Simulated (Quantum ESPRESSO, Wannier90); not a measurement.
Wannier functions of BaBrF (P4/nmm)

```xyz
6
Lattice="4.5399 0.0000 0.0000 0.0000 4.5399 0.0000 0.0000 0.0000 7.4954" Properties=species:S:1:pos:R:3 pbc="T T T"
Ba     0.0000     2.2700    -1.4363
Ba     2.2700     0.0000     1.4363
Br     2.2700     0.0000    -2.6263
Br     0.0000     2.2700     2.6263
F      2.2700     2.2700     0.0000
F      0.0000     0.0000     0.0000
```

Cell from Materials Project (mp-23070), symmetrised, no further relaxation. COD (Crystallography Open Database) has an entry of this formula and space group (matched by these alone). Computed values, not measurements, from PBEsol: Quantum ESPRESSO (norm-conserving PseudoDojo potentials, cutoff 68 Ry, no spin polarisation, no spin-orbit coupling) on a Γ-centred 4×4×4 mesh, then Wannier90. Density: 8×8×4 mesh, cold smearing 0.01 Ry. Spin-orbit coupling is left out although heavy elements are present.

Bands 3-4 form an isolated set from -20.88 to -20.74 eV relative to the valence-band maximum (on the path) and are turned into 2 Wannier functions by minimising the spread from the start: atomic waves F 2s.

Centres (Cartesian, Å; one of the equivalent choices) and spreads:

```csv
n,x,y,z,spread (Å²),nearest atom
1,2.270,2.270,0.000,0.514,F5
2,0.000,0.000,0.000,0.514,F6
```

Ω_I = 1.03 Å², Ω_total = 1.03 Å²; the interpolated bands follow pw.x to 0.0 meV rms on the path. Only this start was tried; a symmetric start can stop on a saddle, and mixtures of these functions could lower the total by at most Ω_total − Ω_I.
